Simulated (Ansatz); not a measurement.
Theory: Ansatz, DFT PBE, scalar-relativistic, plane waves, PAW. All cells share a 420 eV cutoff and Γ-centred k meshes spaced at most about 0.3 Å⁻¹ (about 0.25 or finer for metals, 2π included). No spin polarisation in the final relaxations.

Temperature and zero-point effects are left out. All come from trial cells, and lower structures may exist.

Question: Order these relaxed structures of SnAs2Se by energy, lowest first, with the energy over the lowest of them.
A.

Space group P-6m2 (No. 187). a = 3.941 Å, b = 3.941 Å, c = 7.005 Å, α = 90.00°, β = 90.00°, γ = 120.00°
| atom | site | symmetry | x | y | z |
| --- | --- | --- | --- | --- | --- |
| Sn | 1a | -6m2 | 0.0000 | 0.0000 | 0.0000 |
| As | 2i | 3m. | 0.6667 | 0.3333 | 0.7568 |
| Se | 1d | -6m2 | 0.3333 | 0.6667 | 0.5000 |

B.

Space group P6_3/mmc (No. 194). a = 3.970 Å, b = 3.970 Å, c = 13.637 Å, α = 90.00°, β = 90.00°, γ = 120.00°
| atom | site | symmetry | x | y | z |
| --- | --- | --- | --- | --- | --- |
| Sn | 2d | -6m2 | 0.3333 | 0.6667 | 0.7500 |
| As | 4f | 3m. | 0.3333 | 0.6667 | 0.1229 |
| Se | 2a | -3m. | 0.0000 | 0.0000 | 0.5000 |

C.

Space group P4/mmm (No. 123). a = 2.866 Å, b = 2.866 Å, c = 11.341 Å, α = 90.00°, β = 90.00°, γ = 90.00°
```tsv
atom	site	symmetry	x	y	z
Sn	1a	4/mmm	0.0000	0.0000	0.0000
As	2g	4mm	0.0000	0.0000	0.2568
Se	1b	4/mmm	0.0000	0.0000	0.5000
```

D.

Space group P1 (No. 1). a = 6.111 Å, b = 6.195 Å, c = 6.472 Å, α = 99.81°, β = 109.33°, γ = 92.65°
```
atom  site  symmetry       x       y       z
  Sn    1a         1  0.9332  0.3307  0.6037
  Sn    1a         1  0.8667  0.8847  0.1353
  As    1a         1  0.4320  0.7276  0.6128
  As    1a         1  0.2784  0.6904  0.2004
  As    1a         1  0.4152  0.3379  0.6509
  As    1a         1  0.0527  0.3210  0.0544
  Se    1a         1  0.6555  0.4176  0.0539
  Se    1a         1  0.8663  0.7903  0.6886
```

Answer: D (0 meV/atom), B (150 meV/atom), A (195 meV/atom), C (221 meV/atom). Forms: D P1; B P6_3/mmc; A P-6m2; C P4/mmm. Counting As or Sn atoms around Se (for each partner element, those within 1.25 times its shortest distance or 1.15 times the sum of covalent radii, where it is the nearest in units of that sum or under 1.3; a plus sign parts groups by distance over the sum of covalent radii; the shortest distance is added where it exceeds 1.18 times the sum of covalent radii; a slash parts the counts of unlike sites): D has Se 3+1/3+2; B has Se 6 from 2.8 Å; A has Se 6 from 2.9 Å; C has Se 2. D holds As–As units of three or more atoms (shortest 2.47 Å) (bonds between like non-metal atoms; other contacts aren't counted).

Cells relaxed within their symmetry can be saddle points. Some candidate types were left out of the draw beforehand, so a known form may be missing.
